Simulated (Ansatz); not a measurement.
The elements of this relaxed trial crystal are hidden behind letters.

```
lattice vectors (Å)
   2.7805    0.0000    0.0000
  -1.3902    2.4080    0.0000
   0.0000    0.0000    8.7797
fractional positions
X 0.3333 0.6667 0.5000
Z 0.0000 0.0000 0.7243
Z 0.3333 0.6667 0.0000
Z 0.0000 0.0000 0.2757
```

Method: Ansatz, DFT PBE, scalar-relativistic, plane waves, PAW. The final run on the 4-atom cell used 420 eV, a Γ-centred 18×18×6 mesh, 0.10 eV smearing and no spin polarisation.

```
Space group                                : P-6m2 (No. 187)
Conventional cell                          : a = 2.780 Å, c = 8.780 Å
Volume per atom                            : 14.70 Å³
Density                                    : 2.54 g/cm³
Formation energy                           : +0.19 eV/atom
Gap on the 18×18×6 mesh of the 4-atom cell : 0 eV (a metal)
```

Energies are uncorrected and count from the elements' standard states at the same level.

Problem. X is an s-block element of period 2 and Z is a p-block element of period 3. Which elements are they?

Solution. X = Be, Z = Al, so the formula is BeAl3. Density times volume gives a mean mass of 2.54 × 14.70/1.6605 = 22.5 u per atom, and this set has 22.5 u. Among the elements that the hints allow, noble gases aside, only these give it. Be has 6 Al at 2.54 Å and 6 Be at 2.78 Å; Al on a site of symmetry 3m has 3 Be at 2.54 Å and 9 Al at 2.78–2.90 Å; around Al on a site of symmetry -6m2 lie 12 Al at 2.78–2.90 Å.

A structure relaxed within its symmetry needn't be a true minimum. Another cell of BeAl3 relaxed alike, in Pmm2, lies 54 meV/atom lower, so this cell isn't the stable form at this level.
